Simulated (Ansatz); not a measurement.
BeS:
```
BeS
1.0
    3.45011     0.00000     0.00000
   -1.72505     2.98788     0.00000
    0.00000     0.00000     7.83212
Be S
3 3
Cartesian
 -0.86253   1.49394   2.61071
  0.86253   1.49394   5.22142
  1.72505   0.00000   0.00000
 -0.86253   1.49394   6.52677
  0.86253   1.49394   1.30535
  1.72505   0.00000   3.91606
```

Tensor components refer to the Cartesian frame of this cell.

**Question.** Give the proper piezoelectric stress tensor with relaxed ions from r²SCAN in the plane-wave PAW code Ansatz.

**Answer.** In C/m², rows x, y, z, Voigt columns; mesh uncertainty up to 0.00.
```
 0.00   0.00   0.00   0.23   0.00   0.00
 0.00   0.00   0.00   0.00  -0.23   0.00
 0.00   0.00   0.00   0.00   0.00   0.00
```

The elastic tensor of the same run (GPa):

```
 203  55.0  48.7   0.0   0.0   0.0
55.0   203  48.7   0.0   0.0   0.0
48.7  48.7   224   0.0   0.0   0.0
 0.0   0.0   0.0  68.4   0.0   0.0
 0.0   0.0   0.0   0.0  68.4   0.0
 0.0   0.0   0.0   0.0   0.0  73.9
```

**Question.** Convert to strain constants d = e·S.

**Answer.** In pC/N:
```
 0.0   0.0   0.0   3.3   0.0   0.0
 0.0   0.0   0.0   0.0  -3.3   0.0
 0.0   0.0   0.0   0.0   0.0   0.0
```

Space group P6_422. The start of the workflow was typed in or built on a structure type; neither database checked (COD, Materials Project) lists it. COD files the formula under space group No. 216, so this cell is another polymorph or a model. Its standing as an ambient phase is unchecked. The cell was relaxed with r²SCAN under the symmetry of its start; whether a distortion lowers the energy is not shown.

Potentials: the later of the program's two PAW sets.
